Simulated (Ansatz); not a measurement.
**Point defect: Br on a Te site in Te₂Mo**

Level of theory: DFT LDA, scalar-relativistic, plane waves, PAW in Ansatz. (420 eV cutoff, 2×2×2 k-mesh, shifted by half a step, Gaussian smearing of 0.01 eV, collinear spin in charge 0 alone)

Host crystal, relaxed:

```yaml
crystal:
  lattice:
    - [3.47289, 0.00000, 0.00000]
    - [-1.73644, 3.00761, 0.00000]
    - [0.00000, 0.00000, 13.76869]
  atoms:
    - { symbol: Te, position: [0.33333, 0.66667, 0.61954] }
    - { symbol: Te, position: [0.66667, 0.33333, 0.11954] }
    - { symbol: Te, position: [0.66667, 0.33333, 0.38046] }
    - { symbol: Te, position: [0.33333, 0.66667, 0.88046] }
    - { symbol: Mo, position: [0.33333, 0.66667, 0.25000] }
    - { symbol: Mo, position: [0.66667, 0.33333, 0.75000] }
```

Supercell of 36 atoms, rows in host cell vectors: -2 -2 0; 2 -1 0; 0 0 1. Atoms relax at the host's cell from a start displaced at random by 0.06 Å near the defect, so other minima may exist. The cell is small, so energies carry finite-size errors of tenths of an eV. The host's Kohn–Sham gap is 0.64 eV. Charged cells are corrected for image charges with the computed static dielectric tensor (mean 18.7) and aligned with the host's potential at far atoms (alignment terms reach 0.24 eV). No band-filling term is added, and the Fermi level counts from the host's valence band top.

Spin-orbit coupling is left out, which matters for the bands and energies of heavy elements. Starting moments were lost in some runs.

Defect: Br on a Te site at (0.333, 0.667, 0.620) of the host cell.

(1) Does the neutral defect carry a moment, and how do its surroundings relax?

(2) Charges +1, 0 were computed. Which is stable where in the gap?

Answers

(1) It adds no moment. The nearest neighbours before are 3 Mo at 2.69 Å; after relaxation the atoms near the site are 2 Mo at 2.57 Å, 1 Mo at 2.58 Å; the largest move is 0.14 Å.

(2) Among the charges computed the stable one is +1 at the valence band top and stays so across the gap. In charge 0 the extra carrier would gain by moving to a band edge of the host, so it isn't bound in the gap, though by less than the errors named above. In charge 0 the cell has partly filled bands: a level of the defect may be part filled, the carrier may sit in the host's bands, or levels may cross between the k points, so transitions that involve it are doubtful. Levels between neighbouring charges: (+1/0) 0.66 eV.

Cost: 3 runs of about 100 core-minutes in all, on Arm Neoverse V2 (shared hosts).